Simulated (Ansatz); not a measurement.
A relaxed cell of In3GaAs4 is given with its symmetry left out. The cell was found from a structure generator's guess, not taken from experiment.

These are results of DFT PBE, scalar-relativistic, plane waves, PAW in Ansatz, not measurements. Cutoff 420 eV, Γ-centred mesh, Gaussian smearing, no spin polarisation.

```
In Ga As
1.0
     4.29036    0.00000    0.00000
     0.00000    4.29036    0.00000
     0.00000    0.00000   12.20222
In Ga As
3 1 4
Cartesian
  0.0000 0.0000 9.0459
  0.0000 0.0000 3.1563
  2.1452 2.1452 0.0000
  2.1452 2.1452 6.1011
  2.1452 0.0000 4.7428
  0.0000 2.1452 1.5787
  2.1452 0.0000 10.6235
  0.0000 2.1452 7.4594
```

The zero of energy is the elements' standard structures at the same level; no fitted shifts are applied.

(1) Find its symmetry and describe it.

(2) What is its formation energy per atom?

(3) Is it a metal?

Results:

(1) P-4m2 (No. 115), with In and Ga ordered on zinc blende sites. Conventional cell: a = 4.290 Å, c = 12.202 Å. Around In on a site of symmetry 2mm lie 4 As at 2.66–2.67 Å; In on a site of symmetry -4m2 has 4 As at 2.66 Å; Ga has 4 As at 2.54 Å; As on its first site has 2 Ga at 2.54 Å and 2 In at 2.67 Å; 1 more site not described.

(2) −0.26 eV/atom. A negative formation energy is needed for stability but isn't enough: competing phases decide.

(3) There is no gap on the 10×10×4 mesh, but valence and conduction bands meet within 0.015 eV, so at this level it has a zero gap rather than a metal's Fermi surface.

The last run used a 10×10×4 mesh (in the run's order of axes) for its 8-atom cell and Gaussian smearing of 0.10 eV. The zero gap may come from the functional, which often closes small gaps. The reference form of As is held partly by dispersion forces, which this level lacks. A later test with randomly moved atoms came back to the same energy, though modes that don't fit the test's cell weren't probed.
